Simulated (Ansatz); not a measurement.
## Stationary points along a deformation path in Sn

Theory: Ansatz, DFT PBEsol, scalar-relativistic, plane waves, PAW. The runs took a 420 eV cutoff, a Γ-centred 18×18×18 mesh and Gaussian smearing (0.15 eV). No spin polarisation. Energies are free energies at this smearing, counted from the undisturbed cell; pressure is positive in compression.

The undisturbed cell (as given, not relaxed at this level; it stands at -1.5 GPa):

```
Sn
1.0
    -2.94014    2.94014    1.59930
     2.94014   -2.94014    1.59930
     2.94014    2.94014   -1.59930
Sn
2
Direct
  0.75000 0.25000 0.50000
  0.00000 0.00000 0.00000
```

At fixed volume and fractional coordinates, lengths along (0.000, 0.000, 1.000) are scaled against those across it; ρ is that ratio over its starting value. V = 27.650 Å³/atom. Δσ is the stress along the axis less the mean stress across it (compression positive).

```csv
ρ,ΔE (meV/atom),Δσ (GPa),space group
0.800,227.7,21.33,I4_1/amd
0.850,108.3,13.62,I4_1/amd
0.920,21.2,5.32,I4_1/amd
0.960,4.6,1.95,I4_1/amd
1.000,0.0,-0.09,I4_1/amd
1.050,8.3,-2.78,I4_1/amd
1.100,28.0,-4.49,I4_1/amd
1.200,86.0,-6.96,I4_1/amd
1.300,154.0,-7.56,I4_1/amd
```

Problem. How does the stress give the slope of the energy, and where is the energy stationary?

Solution. Along the path d ln(length) is 2/3 d ln ρ on the axis and −1/3 d ln ρ across it, so dE/d ln ρ = −(2/3) V Δσ: the energy falls with ρ where Δσ is positive. Δσ vanishes or changes sign between ρ = 0.960 and 1.000, a minimum (near 1.00 by linear interpolation). Pairs of stationary points between two samples would go unseen, and could change a minimum read from distant neighbours into a maximum.

Problem. Integrate that slope from ρ = 1 to 1.200 by the trapezoid rule.

Solution. With V/N in Å³ and 1 eV/Å³ = 160.2 GPa the slopes at ρ = 1.000, 1.050, 1.100, 1.200 are 10, 320, 516, 801 meV/atom per unit of ln ρ. The steps add 8.1 + 19.5 + 57.3 = 84.8 meV/atom, against 86.0 from the energies; the trapezoid rule misses the curvature of the slope within each step.

In a metal these slopes depend on the k mesh and the smearing.

Cost: 9 runs of about 2.9 core-minutes in all, on Intel Xeon Platinum 8488C (Sapphire Rapids) (shared hosts).